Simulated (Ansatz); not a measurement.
Ca₂H₃Br in space group P-3m1 (No. 164; Ca on 2d, H on 2d, H on 1a, Br on 1b) at seven volumes, r²SCAN in the plane-wave PAW code Ansatz, shape and atoms relaxed at each. One row is withheld.

| V (Å³/atom) | P (GPa) |
|---|---|
| 13.647 | 5.12 |
| 14.097 | 3.14 |
| 14.547 | ? |
| 14.997 | 0.00 |
| 15.447 | -1.23 |
| 15.897 | -2.29 |
| 16.347 | -3.20 |

Fit the shown pressures and predict the withheld one.

P = (3/2)B₀(x^(7/2) − x^(5/2))[1 + (3/4)(B′ − 4)(x − 1)] with x = (V₀/V)^(2/3). Least squares on the six rows gives V₀ = 14.998 Å³/atom, B₀ = 44.5 GPa, B′ = 4.19. At V = 14.547, x = 1.0206 and P = 1.45 GPa. The run itself gave 1.45 GPa.

The workflow started from a Materials Project entry (that database holds measured and hypothetical structures alike); the Crystallography Open Database copy checked does not list it. Its standing as an ambient phase is unchecked. The r²SCAN relaxation kept the symmetry of its start; whether a distortion lowers the energy is not shown.

Potentials: the later of the program's two PAW sets.
